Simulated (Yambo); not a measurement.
## Excitons in Na2NiO2

```xyz
10
Lattice="1.4327 -5.1082 0.0000 1.4327 5.1082 0.0000 0.0000 0.0000 8.3011" Properties=species:S:1:pos:R:3 pbc="T T T"
O      1.4327     2.2712     7.5247
O      1.4327    -2.2712     3.3742
O      1.4327     0.2026     0.7458
O      1.4327    -0.2026     4.8963
Na     1.4327    -1.0701     7.0357
Na     1.4327     1.0701     2.8851
Na     1.4327     3.5904     1.4047
Na     1.4327    -3.5904     5.5553
Ni     1.4327    -3.8613     0.0134
Ni     1.4327     3.8613     4.1640
```

The geometry is that of Materials Project entry mp-18765, symmetrised and not relaxed again.

BSE in Yambo on PBEsol (Quantum ESPRESSO, PseudoDojo norm-conserving, 98 Ry, scalar-relativistic) bands: 8×8×2 mesh, 16 valence and 7 conduction bands, static screening with 93 bands and a 3 Ry block, scissor 1.69 eV, Tamm-Dancoff; field along x.

| state | energy (eV) | states within 2 meV | relative strength | class | main transitions |
|---|---|---|---|---|---|
| 1 | 0.66 | 2 | < 0.01 | dark | several band pairs |
| 2 | 0.83 | 2 | < 0.01 | dark | several band pairs |
| 3 | 0.90 | 1 | < 0.01 | dark | several band pairs |
| 4 | 0.90 | 1 | 0.04 | weak | several band pairs |
| 5 | 1.59 | 1 | 0.01 | dark | several band pairs |
| 6 | 1.59 | 1 | < 0.01 | dark | several band pairs |
| 7 | 1.75 | 2 | < 0.01 | dark | several band pairs |
| 8 | 1.78 | 1 | < 0.01 | dark | several band pairs |

These are vertical excitations (zero momentum); the indirect quasiparticle gap, about 2.21 eV, is smaller than the direct one (2.70 eV on the GW mesh). The direct quasiparticle gap on this mesh is 2.62 eV; counted from there, state 1 is bound by 1.96 eV. On a 4×4×1 mesh the same difference is 2.04 eV.

Spin singlets only. Strengths are relative to the strongest of the lowest states of this run; strong means a line over 3 % of the spectrum's maximum, dark under 0.03 %. Absolute energies carry the error of the G0W0 scissor, whose convergence isn't established; the long-wavelength screening was taken along (1,1,1) although the crystal is anisotropic.

The 3d shell has no Hubbard U; the runs are without spin polarisation, and magnetic order was not tried.
